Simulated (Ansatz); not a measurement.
Starting cell, Ta2Se (space group P4/nmm):

```
Ta2Se
1.0
    6.66603     0.00000     0.00000
    0.00000     3.33302     0.00000
    0.00000     0.00000     9.70834
Ta Se
8 4
Cartesian
  1.66651   0.00000   7.34351
  4.99952   0.00000   7.34351
  0.00000   1.66651   2.36483
  3.33302   1.66651   2.36483
  0.00000   1.66651   8.96394
  3.33302   1.66651   8.96394
  1.66651   0.00000   0.74440
  4.99952   0.00000   0.74440
  0.00000   1.66651   6.15273
  3.33302   1.66651   6.15273
  1.66651   0.00000   3.55560
  4.99952   0.00000   3.55560
```

The atoms are displaced by Q × the pattern below (from a DFPT mode at X = (0.5, 0.0, 0.0), largest move 1; Q in Å), at fixed cell. It is one choice among 2 degenerate patterns. (q is in reciprocal vectors of the primitive cell; the cell shown is doubled to hold the pattern.)

```
atom       x      y       z
----  ------  -----  ------
Ta1    0.118  0.000  -0.039
Ta2   -0.118  0.000   0.039
Ta3    0.716  0.000  -0.006
Ta4   -0.716  0.000   0.006
Ta5    0.080  0.000   0.048
Ta6   -0.080  0.000  -0.048
Ta7    0.013  0.000   0.292
Ta8   -0.013  0.000  -0.292
Se9   -0.058  0.000   0.165
Se10   0.058  0.000  -0.165
Se11  -0.010  0.000   1.000
Se12   0.010  0.000  -1.000
```

Computed with LDA (plane waves to 420 eV, PAW, scalar-relativistic; Ansatz, an electronic-structure program). k mesh 7×14×5 (Γ-centred), Fermi-Dirac smearing 0.05 eV. E stands for the smeared free energy. With partly filled bands, energies and forces of such displacements shift with the k mesh and the smearing. Spin-orbit coupling is left out, though Ta is heavy. Ta2Se is run without spin polarisation. Ta2Se was relaxed with its symmetry unable to fall. ΔE is measured from the undisplaced structure.

| Q (Å) | ΔE (eV/cell) |
|---|---|
| -0.280 | 0.683 |
| -0.187 | 0.306 |
| -0.093 | 0.077 |
| 0.000 | 0.000 |
| 0.093 | 0.077 |
| 0.187 | 0.306 |
| 0.280 | 0.683 |

### Question
Which DFPT wavenumber at X = (0.5, 0.0, 0.0) belongs to this mode?
A) 150 cm⁻¹
B) 87 cm⁻¹
C) 132 cm⁻¹
D) 111 cm⁻¹

### Answer
D, 111 cm⁻¹. The curvature of the scan gives 111 cm⁻¹

(A displaced cell: forces are minus the slopes of the energy, force constants its curvatures, and phonons follow from these.)
